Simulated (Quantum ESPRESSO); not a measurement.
Ga4NO4F, convergence and cost over cutoff and k mesh

Computed values, not a measurement. The program is pw.x of Quantum ESPRESSO 7.5 (plane-wave density functional theory). The cell is made up: 10 atoms on a corundum lattice, with randomly drawn elements, strain and displacements, not relaxed. PseudoDojo standard norm-conserving files (v0.5 for PBE, v0.4.1 for LDA and PBEsol) set the functional; there is no spin polarisation, spin-orbit coupling or dispersion term, and the masses in the input are unused placeholders.

Input of the run in row 4:

```
&control calculation='scf', pseudo_dir='./dojo.nc.sr.pbe.v0_5.standard.upf', outdir='./o', disk_io='medium', tprnfor=.true., tstress=.true. /
&system ibrav=0, nat=10, ntyp=4, nbnd=50, ecutwfc=84.00895049, nosym=.true., tot_charge=0,
 occupations='smearing', smearing='fd', degauss=0.0018374661
/
&electrons conv_thr=7.350e-09, electron_maxstep=60, /
ATOMIC_SPECIES
F 1.0 F.upf
Ga 1.0 Ga.upf
N 1.0 N.upf
O 1.0 O.upf
CELL_PARAMETERS angstrom
2.524 1.3428 4.4747
-2.4784 1.3964 4.4321
0.0692 -2.9387 4.5175
ATOMIC_POSITIONS angstrom
Ga 0.0668 -0.0802 4.7033
Ga 0.0263 -0.0164 2.0066
Ga 0.1041 -0.1597 8.6645
Ga 0.1285 -0.1355 11.4019
N -0.8829 1.2511 7.8227
O -0.7349 -1.6589 7.7902
F 1.8211 -0.0667 7.8182
O 0.9901 -1.5015 5.5705
O 0.7695 1.4669 5.5999
O -1.6814 -0.2343 5.5664
K_POINTS automatic
5 5 5 1 1 1
```

The same cell was run at these settings. Meshes are shifted by half a step, and differences are from the last row, which is itself not exact.

```
cutoff (eV)     k mesh  k points solved  threshold (eV)  free energy less the last row's (eV)  pressure (GPa)  largest stress difference (GPa)  largest force difference (eV/Å)  iterations  wall time (s)  k-point pools                  processor
        800  2 x 2 x 2                4           1e-04                                 4.373          -49.98                            67.63                            0.073           9             37              1      AMD EPYC, Zen 5 class
       1143  2 x 2 x 2                4           1e-07                                 0.047           17.25                             0.44                            0.037          12             83              1      AMD EPYC, Zen 5 class
        593  5 x 5 x 5               63           1e-07                                88.080         -664.88                           682.39                            0.549          12            323              1      AMD EPYC, Zen 5 class
       1143  5 x 5 x 5               63           1e-07                                 0.003           17.07                             0.01                            0.001          13            832              1      AMD EPYC, Zen 5 class
       1437  7 x 7 x 7              172           1e-07                                 0.000           17.07                             0.00                            0.000          13            645              4  Intel Xeon, 2023 or later
```

Each pool is one process. Wall times include start-up and a band step at six k points, which weighs most on the coarsest meshes. The runs were on shared virtual cores whose load varied, so times are rough.